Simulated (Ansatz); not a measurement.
Consider the following.

Al₃V:
```cif
data_Al3V
_chemical_formula_sum 'Al3 V1'
_space_group_name_H-M_alt 'Pm-3m'
_space_group_IT_number 221
_space_group_name_Hall '-P 4 2 3'
_cell_length_a 3.83286
_cell_length_b 3.83286
_cell_length_c 3.83286
_cell_angle_alpha 90.000
_cell_angle_beta 90.000
_cell_angle_gamma 90.000
loop_
_atom_site_label
_atom_site_type_symbol
_atom_site_symmetry_multiplicity
_atom_site_Wyckoff_symbol
_atom_site_fract_x
_atom_site_fract_y
_atom_site_fract_z
_atom_site_occupancy
Al1 Al 3 c 0.00000 0.50000 0.50000 1
V1 V 1 a 0.00000 0.00000 0.00000 1
```

This is the LDA-relaxed structure.

Question: All from the program Ansatz at the LDA level (PAW), unless another level is named. Estimate the density of states at the Fermi level.

Answer: 0.80 states/eV per atom (mean over ±0.08 eV).

Question: What about the formation energy from the elements (no fitted shifts)?

Answer: -0.14 eV/atom.

The first step of the workflow began from a Materials Project structure, measured or hypothetical; the Crystallography Open Database copy checked does not list it. Its standing as an ambient phase is unchecked. The cell was relaxed with LDA under the symmetry of its start; its stability against distortions is not shown here. The run is not spin-polarised. The references are the lowest solids computed at this level, not always the standard phases.

Potentials: the later of the program's two PAW sets.
